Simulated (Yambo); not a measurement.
Yambo run on Cs2PtH6 (space group Fm-3m, No. 225). The wavefunctions come from this Quantum ESPRESSO step (PBEsol, PseudoDojo standard norm-conserving files, scalar-relativistic):

```
&CONTROL
  calculation = 'nscf'
  pseudo_dir = './pseudo'
  outdir = './out'
/
&SYSTEM
  ibrav = 0
  nat = 9
  ntyp = 3
  ecutwfc = 84.0
  ecutrho = 336.0
  occupations = 'fixed'
  force_symmorphic = .true.
  nbnd = 323
/
&ELECTRONS
  conv_thr = 9.000000000000001e-09
  diago_full_acc = .true.
  diago_thr_init = 1e-08
/
ATOMIC_SPECIES
H 1.0080 H.upf
Cs 132.9055 Cs.upf
Pt 195.0840 Pt.upf
CELL_PARAMETERS angstrom
  0.000000000000   4.486175000000   4.486175000000
  4.486175000000   0.000000000000   4.486175000000
  4.486175000000   4.486175000000   0.000000000000
ATOMIC_POSITIONS crystal
H   0.816860000000   0.816860000000   0.183140000000
H   0.183140000000   0.183140000000   0.816860000000
H   0.183140000000   0.816860000000   0.816860000000
H   0.816860000000   0.183140000000   0.183140000000
H   0.816860000000   0.183140000000   0.816860000000
H   0.183140000000   0.816860000000   0.183140000000
Cs   0.750000000000   0.750000000000   0.750000000000
Cs   0.250000000000   0.250000000000   0.250000000000
Pt   0.000000000000   0.000000000000   0.000000000000
K_POINTS automatic
2 2 2 0 0 0
```

Yambo input:

```
rim_cut
gw0
dyson
el_el_corr
HF_and_locXC
ppa
em1d
RandQpts= 1000000
RandGvec= 1 Ry
EXXRLvcs= 84 Ry
VXCRLvcs= 336 Ry
Chimod= "HARTREE"
% BndsRnXp
 5 | 322 |
%
NGsBlkXp= 8 Ry
% LongDrXp
 1.0 | 1.0 | 1.0 |
%
PPAPntXp= 27.2114 eV
% GbndRnge
 1 | 322 |
%
GTermKind= "BG"
DysSolver= "n"
ExtendOut
% QPkrange
 1 | 1 | 21 | 22 |
 2 | 2 | 21 | 22 |
 3 | 3 | 21 | 22 |
%
```

k points by index: 1 = Γ, 2 = L, 3 = X.

Table of the .qp output:

```
#    K-point    Band    Eo [eV]    E [eV]    E-Eo [eV]    Vxc [eV]    Vnlxc [eV]    Sc|Eo [eV]    Sc|E [eV]    dSc/dw|Eo [eV]    Re(Z)    Im(Z)
#
    1    21    -0.512545    -2.106183    -1.593638    -10.91152    -14.33677    1.480088    1.831609    -6.001737    0.819293    -0.001532
    1    22    4.450152    4.933105    0.482953    -6.260080    -2.765572    -2.938950    -3.011555    -4.089955    0.869335    -0.973259E-3
    2    21    -0.213001    -1.789228    -1.576228    -11.36469    -14.75339    1.465410    1.812472    -5.991104    0.819556    -0.001436
    2    22    5.039303    6.000976    0.961673    -10.69620    -6.797415    -2.766636    -2.937114    -4.823759    0.849423    -0.122700E-3
    3    21    0.000000    -1.569169    -1.569169    -11.65357    -15.00081    1.434041    1.778069    -5.965458    0.820190    -0.001398
    3    22    3.841213    4.495824    0.654612    -8.798046    -5.485022    -2.550819    -2.658412    -4.471911    0.858855    -0.001039
```
(The two width columns are left out.) Convergence of these settings isn't established.

Spin-orbit coupling is not included.

Geometry of the Materials Project entry, not relaxed at this level.

The structure is a Materials Project entry; no match was found in the copy of COD used, and its stability was not checked.
